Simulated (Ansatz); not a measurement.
Input file for Ansatz (a program for electronic structure):

Ansatz 0.2 input:
```yaml
crystal:
  lattice:
    - [3.2027574757, 0.0, 0.0]
    - [-1.6013787378, 2.7736693361, 0.0]
    - [0.0, 0.0, 5.8471379465]
  atoms:
    - { symbol: Zn, position: [0.0, 0.0, 0.75] }
    - { symbol: Zn, position: [0.0, 0.0, 0.25] }
    - { symbol: O, position: [0.3333333333, 0.6666666667, 0.25] }
    - { symbol: O, position: [0.6666666667, 0.3333333333, 0.75] }
kpoints:
  mp_grid: { grid: [10, 10, 5] }
hamiltonian:
  xc: lda
  pseudopotentials: { kind: paw }
scf:
  occupations: { method: fixed }
elastic: { mode: relaxed_ion, stencil: two_point, amplitude: 0.005, f_tol: 0.0005 }
```

Output (shortened):

```
Pseudopotential: Zn, paw, valence charge 12
Pseudopotential: O, paw, valence charge 6
Functional definition: SPW92
Crystal: 4 atoms, lattice volume = 51.942 Å³
Basis set: ecut = 420 eV, 1051 PW (Γ)
Bands: 22, of which v1, the nominal top of the filled ones, is band 18 counted from 1 (17 counted from 0)
Symmetry: 24 space group operations
Space group: P63/mmc (ITA 194), of the structure as read, at distance tolerance 3.7e-5 Å
k-points: 42 of 500
SCF 1 converged in 12 iterations: F = -7602.768236 eV  dr2 = 2.97e-14
Crystal: 4 atoms, lattice volume = 51.683 Å³
Symmetry: 8 space group operations
k-points: 93 of 500
SCF 2 converged in 11 iterations: F = -7602.766489 eV  dr2 = 7.57e-14
relax step   1: F+E_penalty+E_count = -7602.76648853 eV  Δ(F+E_penalty+E_count) = +0.000e0 eV  max|allowed force component| = 7.883e-2 eV/Å  Δτ_max = 0.0000 Å  (11 SCF iters, accepted)
Crystal: 4 atoms, lattice volume = 51.683 Å³
SCF 3 converged in 10 iterations: F = -7602.766780 eV  dr2 = 3.31e-14
relax step   2: F+E_penalty+E_count = -7602.76678004 eV  Δ(F+E_penalty+E_count) = -2.915e-4 eV  max|allowed force component| = 6.725e-2 eV/Å  Δτ_max = 0.0104 Å  (10 SCF iters, accepted)
Crystal: 4 atoms, lattice volume = 51.683 Å³
SCF 4 converged in 10 iterations: F = -7602.767272 eV  dr2 = 9.63e-14
relax step   3: F+E_penalty+E_count = -7602.76727151 eV  Δ(F+E_penalty+E_count) = -4.915e-4 eV  max|allowed force component| = 6.289e-2 eV/Å  Δτ_max = 0.0179 Å  (10 SCF iters, accepted)
Crystal: 4 atoms, lattice volume = 51.683 Å³
SCF 5 converged in 11 iterations: F = -7602.768282 eV  dr2 = 1.60e-14
relax step   4: F+E_penalty+E_count = -7602.76828206 eV  Δ(F+E_penalty+E_count) = -1.011e-3 eV  max|allowed force component| = 6.558e-2 eV/Å  Δτ_max = 0.0286 Å  (11 SCF iters, accepted)
Crystal: 4 atoms, lattice volume = 51.683 Å³
SCF 6 converged in 12 iterations: F = -7602.772813 eV  dr2 = 7.87e-14
relax step   5: F+E_penalty+E_count = -7602.77281347 eV  Δ(F+E_penalty+E_count) = -4.531e-3 eV  max|allowed force component| = 5.057e-2 eV/Å  Δτ_max = 0.1065 Å  (12 SCF iters, accepted)
Crystal: 4 atoms, lattice volume = 51.683 Å³
SCF 7 converged in 13 iterations: F = -7602.763858 eV  dr2 = 1.05e-14
relax step   6: F+E_penalty+E_count = -7602.76385838 eV  Δ(F+E_penalty+E_count) = +8.955e-3 eV  max|allowed force component| = 4.856e-2 eV/Å  Δτ_max = 0.1949 Å  (13 SCF iters, rejected (line search))
Crystal: 4 atoms, lattice volume = 51.683 Å³
SCF 8 converged in 13 iterations: F = -7602.773595 eV  dr2 = 7.06e-14
relax step   7: F+E_penalty+E_count = -7602.77359459 eV  Δ(F+E_penalty+E_count) = -7.811e-4 eV  max|allowed force component| = 3.590e-2 eV/Å  Δτ_max = 0.0366 Å  (13 SCF iters, accepted)
Crystal: 4 atoms, lattice volume = 51.683 Å³
SCF 9 converged in 11 iterations: F = -7602.773743 eV  dr2 = 2.06e-14
relax step   8: F+E_penalty+E_count = -7602.77374300 eV  Δ(F+E_penalty+E_count) = -1.484e-4 eV  max|allowed force component| = 2.255e-3 eV/Å  Δτ_max = 0.0207 Å  (11 SCF iters, accepted)
Crystal: 4 atoms, lattice volume = 51.683 Å³
SCF 10 converged in 11 iterations: F = -7602.773751 eV  dr2 = 7.48e-15
relax step   9: F+E_penalty+E_count = -7602.77375068 eV  Δ(F+E_penalty+E_count) = -7.681e-6 eV  max|allowed force component| = 5.528e-4 eV/Å  Δτ_max = 0.0049 Å  (11 SCF iters, accepted)
Crystal: 4 atoms, lattice volume = 51.683 Å³
SCF 11 converged in 9 iterations: F = -7602.773751 eV  dr2 = 2.23e-15
relax step  10: F+E_penalty+E_count = -7602.77375075 eV  Δ(F+E_penalty+E_count) = -7.175e-8 eV  max|allowed force component| = 4.209e-5 eV/Å  Δτ_max = 0.0004 Å  (9 SCF iters, accepted)
Crystal: 4 atoms, lattice volume = 51.683 Å³
SCF 12 converged in 2 iterations: F = -7602.773751 eV  dr2 = 9.86e-16
Crystal: 4 atoms, lattice volume = 52.202 Å³
SCF 13 converged in 12 iterations: F = -7602.766565 eV  dr2 = 6.18e-14
relax step   1: F+E_penalty+E_count = -7602.76656485 eV  Δ(F+E_penalty+E_count) = +0.000e0 eV  max|allowed force component| = 7.410e-2 eV/Å  Δτ_max = 0.0000 Å  (12 SCF iters, accepted)
Crystal: 4 atoms, lattice volume = 52.202 Å³
SCF 14 converged in 10 iterations: F = -7602.766851 eV  dr2 = 4.87e-14
relax step   2: F+E_penalty+E_count = -7602.76685113 eV  Δ(F+E_penalty+E_count) = -2.863e-4 eV  max|allowed force component| = 6.395e-2 eV/Å  Δτ_max = 0.0106 Å  (10 SCF iters, accepted)
Crystal: 4 atoms, lattice volume = 52.202 Å³
SCF 15 converged in 11 iterations: F = -7602.767449 eV  dr2 = 7.24e-15
relax step   3: F+E_penalty+E_count = -7602.76744921 eV  Δ(F+E_penalty+E_count) = -5.981e-4 eV  max|allowed force component| = 6.212e-2 eV/Å  Δτ_max = 0.0195 Å  (11 SCF iters, accepted)
Crystal: 4 atoms, lattice volume = 52.202 Å³
SCF 16 converged in 12 iterations: F = -7602.770495 eV  dr2 = 4.40e-14
relax step   4: F+E_penalty+E_count = -7602.77049455 eV  Δ(F+E_penalty+E_count) = -3.045e-3 eV  max|allowed force component| = 4.267e-2 eV/Å  Δτ_max = 0.0489 Å  (12 SCF iters, accepted)
Crystal: 4 atoms, lattice volume = 52.202 Å³
SCF 17 converged in 13 iterations: F = -7602.783773 eV  dr2 = 1.70e-14
relax step   5: F+E_penalty+E_count = -7602.78377288 eV  Δ(F+E_penalty+E_count) = -1.328e-2 eV  max|allowed force component| = 9.278e-2 eV/Å  Δτ_max = 0.0907 Å  (13 SCF iters, accepted)
Crystal: 4 atoms, lattice volume = 52.202 Å³
SCF 18 converged in 14 iterations: F = -7602.856875 eV  dr2 = 5.63e-15
relax step   6: F+E_penalty+E_count = -7602.85687470 eV  Δ(F+E_penalty+E_count) = -7.310e-2 eV  max|allowed force component| = 1.686e-1 eV/Å  Δτ_max = 0.1949 Å  (14 SCF iters, accepted)
Crystal: 4 atoms, lattice volume = 52.202 Å³
SCF 19 converged in 13 iterations: F = -7602.978215 eV  dr2 = 6.91e-15
relax step   7: F+E_penalty+E_count = -7602.97821542 eV  Δ(F+E_penalty+E_count) = -1.213e-1 eV  max|allowed force component| = 1.663e-1 eV/Å  Δτ_max = 0.1950 Å  (13 SCF iters, accepted)
Crystal: 4 atoms, lattice volume = 52.202 Å³
SCF 20 converged in 14 iterations: F = -7603.090465 eV  dr2 = 1.09e-14
relax step   8: F+E_penalty+E_count = -7603.09046492 eV  Δ(F+E_penalty+E_count) = -1.122e-1 eV  max|allowed force component| = 1.337e-1 eV/Å  Δτ_max = 0.1950 Å  (14 SCF iters, accepted)
Crystal: 4 atoms, lattice volume = 52.202 Å³
SCF 21 converged in 14 iterations: F = -7603.129386 eV  dr2 = 2.04e-14
relax step   9: F+E_penalty+E_count = -7603.12938576 eV  Δ(F+E_penalty+E_count) = -3.892e-2 eV  max|allowed force component| = 1.844e-2 eV/Å  Δτ_max = 0.1950 Å  (14 SCF iters, accepted)
Crystal: 4 atoms, lattice volume = 52.202 Å³
SCF 22 converged in 11 iterations: F = -7603.130070 eV  dr2 = 2.45e-14
relax step  10: F+E_penalty+E_count = -7603.13007026 eV  Δ(F+E_penalty+E_count) = -6.845e-4 eV  max|allowed force component| = 8.472e-3 eV/Å  Δτ_max = 0.0247 Å  (11 SCF iters, accepted)
Crystal: 4 atoms, lattice volume = 52.202 Å³
SCF 23 converged in 10 iterations: F = -7603.130081 eV  dr2 = 7.69e-15
relax step  11: F+E_penalty+E_count = -7603.13008131 eV  Δ(F+E_penalty+E_count) = -1.105e-5 eV  max|allowed force component| = 4.830e-3 eV/Å  Δτ_max = 0.0027 Å  (10 SCF iters, accepted)
Crystal: 4 atoms, lattice volume = 52.202 Å³
SCF 24 converged in 8 iterations: F = -7603.130080 eV  dr2 = 8.33e-14
relax step  12: F+E_penalty+E_count = -7603.13008012 eV  Δ(F+E_penalty+E_count) = +1.189e-6 eV  max|allowed force component| = 6.366e-3 eV/Å  Δτ_max = 0.0005 Å  (8 SCF iters, rejected (line search))
Crystal: 4 atoms, lattice volume = 52.202 Å³
SCF 25 converged in 8 iterations: F = -7603.130083 eV  dr2 = 3.88e-14
relax step  13: F+E_penalty+E_count = -7603.13008292 eV  Δ(F+E_penalty+E_count) = -1.609e-6 eV  max|allowed force component| = 1.683e-5 eV/Å  Δτ_max = 0.0002 Å  (8 SCF iters, accepted)
Crystal: 4 atoms, lattice volume = 52.202 Å³
SCF 26 converged in 2 iterations: F = -7603.130083 eV  dr2 = 5.32e-15
Crystal: 4 atoms, lattice volume = 51.683 Å³
Basis set: ecut = 420 eV, 1027 PW (Γ)
SCF 27 converged in 10 iterations: F = -7602.768225 eV  dr2 = 4.92e-15
Crystal: 4 atoms, lattice volume = 52.202 Å³
SCF 28 converged in 8 iterations: F = -7602.768016 eV  dr2 = 2.13e-14
Crystal: 4 atoms, lattice volume = 51.942 Å³
Basis set: ecut = 420 eV, 1047 PW (Γ)
Symmetry: 4 space group operations
k-points: 141 of 500
SCF 29 converged in 10 iterations: F = -7602.768296 eV  dr2 = 5.18e-14
relax step   1: F+E_penalty+E_count = -7602.76829604 eV  Δ(F+E_penalty+E_count) = +0.000e0 eV  max|allowed force component| = 9.582e-5 eV/Å  Δτ_max = 0.0000 Å  (10 SCF iters, accepted)
Crystal: 4 atoms, lattice volume = 51.942 Å³
SCF 30 converged in 2 iterations: F = -7602.768296 eV  dr2 = 2.09e-14
Crystal: 4 atoms, lattice volume = 51.942 Å³
SCF 31 converged in 10 iterations: F = -7602.768296 eV  dr2 = 5.12e-14
relax step   1: F+E_penalty+E_count = -7602.76829604 eV  Δ(F+E_penalty+E_count) = +0.000e0 eV  max|allowed force component| = 9.582e-5 eV/Å  Δτ_max = 0.0000 Å  (10 SCF iters, accepted)
Crystal: 4 atoms, lattice volume = 51.942 Å³
SCF 32 converged in 2 iterations: F = -7602.768296 eV  dr2 = 2.25e-14
1 of the elastic batch's strained cells closed on another state than the unstrained crystal's, so that the constants are between two states. The farthest is the member of strain η1, δ = +5.0e-3: the two states' filled orbitals part by 0.999, averaged over the …
WARN: C11 and the rest of its column (C11 to C61, from strain 11), every constant that the crystal's symmetry builds from them, which can be the whole tensor …
SCF converged after 12 iterations
Free energy (F): -7602.768236 eV
Harris-Foulkes:  -7602.768236 eV  (|F-HF|=1.82e-12)
Internal energy: -7602.768236 eV  (E = F + TS)
E sigma→0 (E₀):  -7602.768236 eV
Fermi energy:    5.781553 eV
--- Per-component energies (eV) ---
  E_band       = 0.348899
  E_kinetic    = 609.745182
  E_local      = -4286.362059  (includes V_loc(G=0)·N_el)
  E_nonlocal   = 1339.527049
  E_hartree    = 1751.111140
  E_xc         = -414.026284
  E_vxc        = -290.891810  (∫ρ·V_xc dr)
  E_paw        = -3809.648386  (= ΣΔE_a)
  E_vpaw       = -873.896058  (= ΣTr[D̂ρ^β])
  E_aug_tail   = 0.004317  (compensation charges beyond the density's cutoff)
  E_ewald      = -2796.427321
  E_core_change = 3.308126  (= ΣΔE_core)
  E_smearing   =  0.000000  (= −TS)
  E_closure    = 0.000000  (closes the sum)
  Σ components = -7602.768236   (vs F -7602.768236, Δ=0.00e0)
--- Forces (eV/Å), atoms counted from 1 ---
  atom   1  Zn     0.00000000     0.00000000     0.00000000
  atom   2  Zn     0.00000000     0.00000000     0.00000000
  atom   3  O      0.00000000     0.00000000     0.00000000
  atom   4  O      0.00000000     0.00000000     0.00000000
  max |Σ_I F_I| component: 1.94e-16 eV/Å
--- Stress (GPa, compression-positive) ---
       -0.001798       0.000000       0.000000
        0.000000      -0.001798       0.000000
        0.000000       0.000000      -0.014002
  P = ⅓ Tr σ = -0.0059 GPa (-0.059 kbar)
--- Band table (eV; the first three rows and the last of 42) ---
  k-point 0: bands = ["-12.1126", "-11.7584", "-0.9376", "-0.9376", "-0.8602", "-0.8602", "0.1073", "0.6154", "0.6154", "0.8101", "0.8101", "1.0801", "1.4383", "4.3168", "5.7439", "5.7439", "5.7816", "5.7816", "6.4825", "10.4073", "11.5344", "18.3355"]
  k-point 1: bands = ["-12.0802", "-11.7938", "-0.9301", "-0.9301", "-0.8677", "-0.8677", "0.1622", "0.6335", "0.6335", "0.7910", "0.7910", "0.8404", "1.7923", "3.9173", "5.7483", "5.7483", "5.7792", "5.7792", "6.9041", "9.6846", "12.4302", "17.9127"]
  k-point 2: bands = ["-11.9941", "-11.8848", "-0.9109", "-0.9109", "-0.8870", "-0.8870", "0.3177", "0.5515", "0.6813", "0.6813", "0.7415", "0.7415", "2.4127", "3.1614", "5.7594", "5.7594", "5.7708", "5.7708", "7.7454", "8.6947", "13.9359", "15.7599"]
  k-point 41: bands = ["-11.2808", "-11.2685", "-0.4737", "-0.4488", "0.0117", "0.0613", "0.4531", "0.4573", "0.5587", "0.5856", "1.0530", "1.1927", "1.5167", "1.8151", "1.9808", "2.0718", "4.8489", "4.8988", "10.8304", "11.4851", "14.7062", "15.3901"]
--- Elastic constants: 3 strain directions × 2 members + reference (group order 24) ---
  dense FFT box of the reference and of every strained cell: 24×24×40
  strains applied: 11, 33, 23; error gains …
  C = ∂σ_k/∂η_j (tension-positive GPa; Voigt order 11 22 33 23 13 12):
      -277.965    -21.515      8.150      0.000      0.000      0.000
       -21.515   -277.965      8.150      0.000      0.000      0.000
       695.288    695.288     33.135      0.000      0.000      0.000
         0.000      0.000      0.000     -4.987      0.000      0.000
         0.000      0.000      0.000      0.000     -4.987      0.000
         0.000      0.000      0.000      0.000      0.000   -128.225
  reference stress σ⁰ (GPa):      0.002      0.002      0.014      0.000      0.000      0.000
  moduli (Voigt/Reuss/Hill, GPa): K = 93.45/156.90/125.18   G = -107.95/-11.94/-59.95   E = -214.00   ν = 0.785
  mechanically stable: NO (min eigenvalue of sym C = -657.64 GPa)
  the cell is mechanically unstable, and its weakest contacts join parallel layers …
  the layer in its plane, per area (N/m: the tensor there times 5.8471 Å, the cell's volume per area …
    of the cell's 2 layers together, so a stiff one can hide an unstable one:
    C11 = -162.53   C22 = -162.53   C12 = -12.58   C66 = -74.97   C16 =  0.00   C26 = 0.00
  moduli of the layer (Voigt/Reuss/Hill, N/m): K = -87.56/-87.56/-87.56   G = -74.97/-74.97/-74.97   E = -161.56   ν = 0.077
  mechanically stable in its plane: NO (min eigenvalue of those constants = -175.11 N/m; a buckling out of the plane is not judged)
  harmonic check of the ions' relaxations: strain 11: 1 of 1 pair far from harmonic (see the warning)
  the stresses are not corrected for the forces that the relaxations left standing (`elastic.f_tol`)
  strain η (Voigt 11):  stress-route row diagonal C_11 = -277.97 GPa, energy-path curvature d²(F+E_count+ΔE)/dδ²/Ω₀ = -45314.31 GPa
         δ    σ_11 (GPa)             F (eV)   n_scf  n_hpsi   n_pw
    -5.000e-3      -0.2094       -7602.7737508       2   17566   1051   relax 10 steps, max|allowed force component| 4.21e-5 eV/Å
     5.000e-3      -2.9891       -7603.1300829       2   17954   1051   relax 13 steps, max|allowed force component| 1.68e-5 eV/Å
  strain η (Voigt 33):  stress-route row diagonal C_33 = 33.14 GPa, energy-path curvature d²(F+E_count+ΔE)/dδ²/Ω₀ = 32.94 GPa
         δ    σ_33 (GPa)             F (eV)   n_scf  n_hpsi   n_pw
    -5.000e-3      -0.1568       -7602.7682251      10   20488   1032   relax 0 steps, max|allowed force component| 3.71e-16 eV/Å
     5.000e-3       0.1746       -7602.7680156       8   16049   1051   relax 0 steps, max|allowed force component| 1.85e-16 eV/Å
  strain η (Voigt 23):  stress-route row diagonal C_44 = -4.99 GPa, energy-path curvature d²(F+E_count+ΔE)/dδ²/Ω₀ = -4.79 GPa
         δ    σ_23 (GPa)             F (eV)   n_scf  n_hpsi   n_pw
    -5.000e-3       0.0249       -7602.7682960       2   27434   1047   relax 1 steps, max|allowed force component| 9.58e-5 eV/Å
     5.000e-3      -0.0249       -7602.7682960       2   27460   1047   relax 1 steps, max|allowed force component| 9.58e-5 eV/Å
```

Cost: roughly 4 core-minutes on shared cores.

Space group P6_3/mmc. The first step of the workflow began from a Materials Project structure, measured or hypothetical; the Crystallography Open Database copy checked does not list it. It is not the phase usual at ambient conditions (space group No. 186). Symmetry was held in the LDA relaxation; phonons show weakly imaginary modes. A crystal of weakly bound layers computed without a dispersion correction: the cell and the soft elastic constants depend strongly on that.

Potentials: the later of the program's two PAW sets.

Ansatz is a plane-wave DFT program.
